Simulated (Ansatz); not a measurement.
Given:

Relaxed BP (zinc blende):

```
CELL_PARAMETERS angstrom
      0.00000     2.26828     2.26828
      2.26828     0.00000     2.26828
      2.26828     2.26828     0.00000
ATOMIC_POSITIONS crystal
  P  0.75000 0.75000 0.75000
  B  0.00000 0.00000 0.00000
```

Scan: atom 1 (P, nearest neighbour B at 1.964 Å; its periodic images, 3.2 Å or more away, move with it) is displaced towards the nearest neighbour, direction (-0.577, -0.577, 0.577) in Cartesian axes, by s. The other atoms stay.

These are r2SCAN (plane waves to 500 eV, PAW, scalar-relativistic; Ansatz, an electronic-structure program) values and carry that method's errors. k mesh 10×10×10 (Γ-centred), Fermi-Dirac smearing 0.05 eV. E stands for the smeared free energy. Left out: 1 of 11 points, with atoms too close for the PAW data. As the smearing reaches across the gap at some points, energies and forces of such displacements shift with the k mesh and the smearing. BP was relaxed with its symmetry unable to fall. The zero of ΔE is the undisplaced structure.

The scan covers s from -0.590 to 0.472 Å in 10 points.

**Question.** Is this a single well or a double well?

**Answer.** A single well with its minimum at or next to zero displacement.

**Question.** Is the energy the same for displacements of ±0.472 Å, and if not, which side lies higher?

**Answer.** Not even: the positive side lies higher at ±0.472 Å. With its periodic images moving along, the atom's site symmetry in this cell is -43m.

**Question.** What force acts on the atom along the line at s = -0.590 Å?

**Answer.** 1.89 eV/Å.

**Question.** What is the energy change at s = 0.472 Å?

**Answer.** 3543 meV/cell.

**Question.** What is the force constant k = d²E/ds² of this move at s = 0?

**Answer.** 19.8 eV/Å².

(A displaced cell: forces are minus the slopes of the energy, force constants its curvatures, and phonons follow from these.)
